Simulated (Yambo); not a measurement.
```xyz
6
Lattice="3.9797 0.0000 0.0000 0.0000 3.9797 0.0000 0.0000 0.0000 8.5908" Properties=species:S:1:pos:R:3 pbc="T T T"
H      1.9899     1.9899     0.0000
H      0.0000     0.0000     0.0000
Ca     0.0000     1.9899     1.1878
Ca     1.9899     0.0000     7.4030
I      0.0000     1.9899     5.8396
I      1.9899     0.0000     2.7513
```

Response from Yambo on PBEsol (pw.x of Quantum ESPRESSO, ONCV potentials, without SOC) bands: 4×4×2 mesh, 106 bands, 3 Ry local-field block, 0.2 eV broadening.

Q: Give the static electronic dielectric constant without and with local fields along each axis.

A: 
| field along | ε(0), independent particles | ε(0), RPA with local fields | refractive index √ε |
|---|---|---|---|
| x | 5.55 | 4.82 | 2.20 |
| z | 5.29 | 4.46 | 2.11 |
Electronic (clamped-ion) response only. Spin-orbit coupling, left out here, changes gap and response of such heavy elements. Convergence of the RPA response with its 4×4×2 mesh was not tested. x, y and z are Cartesian axes of the cell as given.

Geometry relaxed with PBE+D3(BJ).
